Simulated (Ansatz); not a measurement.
Here is the system:

BN:
```yaml
crystal:
  lattice:
    - [0.00000, 3.33108, 2.16132]
    - [1.24962, 0.00000, 2.16132]
    - [1.24962, 3.33108, 0.00000]
  atoms:
    - { symbol: B, position: [0.00011, 0.00011, 0.99989] }
    - { symbol: N, position: [0.66659, 0.66659, 0.33341] }
```

This is the r²SCAN+D4-relaxed structure. x, y and z are the axes in which the lattice vectors are written.

### Question
All from r²SCAN+D4 in the plane-wave PAW code Ansatz, unless another level is named. Predict the electronic dielectric constant ε∞ (DFPT).

### Answer
4.41 (xx), 2.58 (yy), 4.44 (zz).

### Question
Next, the Born charges (a third of the trace)?

### Answer
B +2.05, N -2.05 e.

### Question
Predict the largest static χ(2) component.

### Answer
29 pm/V.

Space group Fmm2. The first step of the workflow began from a Materials Project structure, measured or hypothetical; the Crystallography Open Database copy checked does not list it. It is not the phase usual at ambient conditions (space group No. 186, 194, 216). The r²SCAN+D4 relaxation kept the symmetry of its start. At this level the phase is mechanically unstable.

Potentials: the earlier of the program's two PAW sets. The files were generated under PBE; for other functionals the program regenerates the frozen cores, and for LDA and PBEsol the local potential too.
